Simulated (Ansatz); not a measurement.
**Relaxing V**

Computed with Ansatz, DFT PBEsol, scalar-relativistic, plane waves, PAW. Run with 420 eV cutoff, 20×20×20 k-mesh, Gaussian smearing of 0.10 eV, no spin polarisation.

What was changed: relaxed at 50 GPa.

Other phases may be more stable at this pressure.

Command:

```bash
ansatz run input.yaml --threads 1 --pin off --max-ram 2560MiB --backend cpu --events-out ev --progress --plain --runs-dir out
```

Input:

```yaml
crystal:
  lattice:
    - [-1.3910269174, 1.3910269174, 1.3910269174]
    - [1.3910269174, -1.3910269174, 1.3910269174]
    - [1.3910269174, 1.3910269174, -1.3910269174]
  atoms:
    - { symbol: V, position: [0.0, 0.0, 0.0] }
basis:
  ecutwfc: 420
kpoints:
  mp_grid: { grid: [20, 20, 20] }
hamiltonian:
  xc: pbesol
scf:
  occupations: { method: gaussian, width: 0.1 }
output:
  forces: true
  stress: true
  eigenvalues: true
relax:
  adjacent_minimum: "off"
  f_tol: 0.008
  max_steps: 50
  cell: { stress_tol: 0.08, p_target: 50.0 }
```

F is the free energy. Steps run on the plane waves of an earlier cell, but the last one, and at times one on the way, on a freshly chosen basis, so a repeated geometry can differ a little in energy. The relaxation lowers the enthalpy F + PV at the target pressure, so F itself can rise.

Steps:

```tsv
step	F − F(1) (eV)	largest force component (eV/Å)	V (Å³/atom)	P (GPa)
1	0.0000	0.000	10.766	50.82
2	-0.0067	0.000	10.788	50.10
3	-0.0076	0.000	10.790	50.00
4	-0.0076	0.000	10.790	50.00
```

Relaxed structure:

```cif
data_structure
_symmetry_space_group_name_H-M 'P 1'
_symmetry_Int_Tables_number 1
_cell_length_a 2.4111
_cell_length_b 2.4111
_cell_length_c 2.4111
_cell_angle_alpha 109.471
_cell_angle_beta 109.471
_cell_angle_gamma 109.471
_cell_volume 10.79
loop_
_atom_site_label
_atom_site_type_symbol
_atom_site_fract_x
_atom_site_fract_y
_atom_site_fract_z
_atom_site_occupancy
V1 V 0.00000 0.00000 0.00000 1
```

The structure is cubic, space group Im-3m (No. 229). Conventional cell: a = 2.784 Å, b = 2.784 Å, c = 2.784 Å, α = 90.00°, β = 90.00°, γ = 90.00°. Around V (site symmetry m-3m) lie 8 V at 2.41 Å.

The run converged. The run took 4.7 s on 1 thread of Intel(R) Xeon(R) 6975P-C (Granite Rapids), on a shared host, peak memory 0.5 GiB.